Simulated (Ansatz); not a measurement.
Starting cell, TiB2 (AlB2 type, space group P6/mmm):

```
TiB2
1.0
    6.04939     0.00000     0.00000
   -1.51235     2.61946     0.00000
    3.02469     0.00000     3.22263
Ti B
2 4
Direct
  0.00000   0.00000   0.00000
  0.50000   0.00000   0.00000
  0.91667   0.66667   0.50000
  0.41667   0.66667   0.50000
  0.08333   0.33333   0.50000
  0.58333   0.33333   0.50000
```

The atoms are displaced by Q × the pattern below (from a DFPT mode at L = (0.5, 0.0, 0.5), largest move 1; Q in Å), at fixed cell. (q is in reciprocal vectors of the primitive cell; the cell shown is doubled to hold the pattern.)

| atom | x | y | z |
|---|---|---|---|
| B3 | 0.500 | -0.866 | 0.000 |
| B4 | -0.500 | 0.866 | 0.000 |
| B5 | 0.500 | -0.866 | 0.000 |
| B6 | -0.500 | 0.866 | 0.000 |

Atoms not listed stay in place.

Calculation: r2SCAN (plane waves to 500 eV, PAW, scalar-relativistic; Ansatz, a quantum-chemistry and plane-wave program). k mesh 18×18×18 (Γ-centred), Fermi-Dirac smearing 0.05 eV. Energies are smeared free energies. With partly filled bands, energies and forces of such displacements shift with the k mesh and the smearing. TiB2 is run without spin polarisation. TiB2 was relaxed with its symmetry unable to fall. ΔE is measured from the undisplaced structure. The last digit holds for this mesh only.

```json
[
 {"Q (Å)": "-0.2800", "ΔE (meV/cell)": "1753.3"},
 {"Q (Å)": "-0.2333", "ΔE (meV/cell)": "withheld"},
 {"Q (Å)": "-0.1867", "ΔE (meV/cell)": "787.8"},
 {"Q (Å)": "-0.1400", "ΔE (meV/cell)": "444.5"},
 {"Q (Å)": "-0.0933", "ΔE (meV/cell)": "197.9"},
 {"Q (Å)": "-0.0467", "ΔE (meV/cell)": "49.5"},
 {"Q (Å)": "0.0000", "ΔE (meV/cell)": "0.0"},
 {"Q (Å)": "0.0467", "ΔE (meV/cell)": "49.5"},
 {"Q (Å)": "0.0933", "ΔE (meV/cell)": "197.9"},
 {"Q (Å)": "0.1400", "ΔE (meV/cell)": "444.5"},
 {"Q (Å)": "0.1867", "ΔE (meV/cell)": "787.8"},
 {"Q (Å)": "0.2333", "ΔE (meV/cell)": "withheld"},
 {"Q (Å)": "0.2800", "ΔE (meV/cell)": "1753.3"}
]
```

Fit an even polynomial form (powers 2, 4) to the given rows and predict ΔE at Q = -0.2333.

Least squares on the 11 given rows: ΔE = (22790)·Q² + (-5400)·Q⁴, in meV/cell with Q in Å; root-mean-square residual 0.14 meV/cell. At -0.2333 the fit gives 1224.4 meV/cell; the calculation gives 1225.3 meV/cell, so the interpolation is off by -0.9 (-0.1 %). The quadratic term alone would give 1240.4 meV/cell.

(A displaced cell: forces are minus the slopes of the energy, force constants its curvatures, and phonons follow from these.)
